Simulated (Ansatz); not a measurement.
Au (Im-3m), a vibration from a frozen displacement

All numbers below come from DFT r2SCAN, scalar-relativistic, plane waves, PAW in Ansatz 0.2.0. Cutoff 500 eV, Γ-centred 10×10×10 k-points, Gaussian smearing of 0.15 eV. Spin–orbit coupling is left out, which matters for the heavy elements here. No spin polarisation. Energies are free energies at this smearing, counted from the undisturbed cell; pressure is positive in compression.

The undisturbed cell (as given, not relaxed at this level; it stands at -4.7 GPa; this bcc form isn't the usual structure):

```
CELL_PARAMETERS angstrom
-3.31454 -3.31454 3.31454
-3.31454 3.31454 -3.31454
3.31454 -3.31454 -3.31454
ATOMIC_POSITIONS crystal
Au 0.50000 0.50000 0.50000
Au 0.00000 0.50000 0.50000
Au 0.50000 0.00000 0.50000
Au 0.00000 0.00000 0.50000
Au 0.50000 0.50000 0.00000
Au 0.00000 0.50000 0.00000
Au 0.50000 0.00000 0.00000
Au 0.00000 0.00000 0.00000
```

Atom 1 (Au) is moved by x along the Cartesian unit vector (0.577, 0.577, -0.577); the cell and all other atoms stay fixed. The cell's volume is 145.66 Å³; the moved atoms weigh 196.967 u together and the others 1378.766 u. Some rows repeat others by symmetry and weren't run.

| x (Å) | ΔE (meV/cell) | total force on the moved atoms along the move (eV/Å) | pressure (GPa) |
| --- | --- | --- | --- |
| -0.4500 | 726.29 | 4.1935 | -0.6810 |
| -0.4050 | 555.54 | 3.4189 | -1.5332 |
| -0.3600 | 416.68 | 2.7720 | -2.2623 |
| -0.3150 | 304.51 | 2.2295 | -2.8805 |
| -0.2700 | 214.76 | 1.7721 | -3.3978 |
| -0.2250 | 144.01 | 1.3825 | -3.8228 |
| -0.1800 | 89.54 | 1.0463 | -4.1619 |
| -0.1350 | 49.24 | 0.7508 | -4.4206 |
| -0.0900 | 21.53 | 0.4846 | -4.6026 |
| 0.0000 | 0.00 | 0.0000 | -4.7467 |
| 0.0900 | 21.53 | -0.4846 | -4.6026 |
| 0.1350 | 49.24 | -0.7508 | -4.4206 |
| 0.1800 | 89.54 | -1.0463 | -4.1619 |
| 0.2250 | 144.01 | -1.3825 | -3.8228 |
| 0.2700 | 214.76 | -1.7721 | -3.3978 |
| 0.3150 | 304.51 | -2.2295 | -2.8805 |
| 0.3600 | 416.68 | -2.7720 | -2.2623 |
| 0.4050 | 555.54 | -3.4189 | -1.5332 |
| 0.4500 | 726.29 | -4.1935 | -0.6810 |

**Question.** What frequency belongs to this motion?

**Answer.** The force constant is k = −dF/dx = 5.385 eV/Å², from the parabola through x = -0.0900, 0 and 0.0900. In every cell the moved atoms swing against the rest, so the mass is μ = m₁m₂/(m₁ + m₂) = 172.346 u, and ν̃ = 521.5 cm⁻¹ × √(|k|/μ) = 92 cm⁻¹, at this cell's pressure of -4.7 GPa. The pattern needn't be a normal mode: ν̃² is then a weighted mean of the squared nonzero frequencies at the zone centre of this cell, so it lies between the lowest and the highest of them.

**Question.** How far does the harmonic law reach?

**Answer.** At x = -0.450 Å, kx²/2 = 545.21 meV against the computed 726.29 meV (+33.2 %): the well stiffens in this direction at large amplitude.

**Question.** The pressure changes with x². What does that say about the frequency under compression?

**Answer.** With E = k(V)x²/2, k ∝ V^(−2γ) and x scaling with the cell as V^(1/3), P − P0 = −∂E/∂V = (2γ − 2/3) ΔE/V. At x = 0.1350 Å, V(P − P0) = 145.66 × 0.32613 / 160.2 eV = 296.49 meV and ΔE = 49.24 meV, so γ = 1/3 + V(P − P0)/(2ΔE) = 3.34. This is the Grüneisen parameter of the motion under uniform scaling of the cell: shrinking the cell evenly by 1 % in volume raises the frequency by about 3.34 %.

In a metal these slopes depend on the k mesh and the smearing.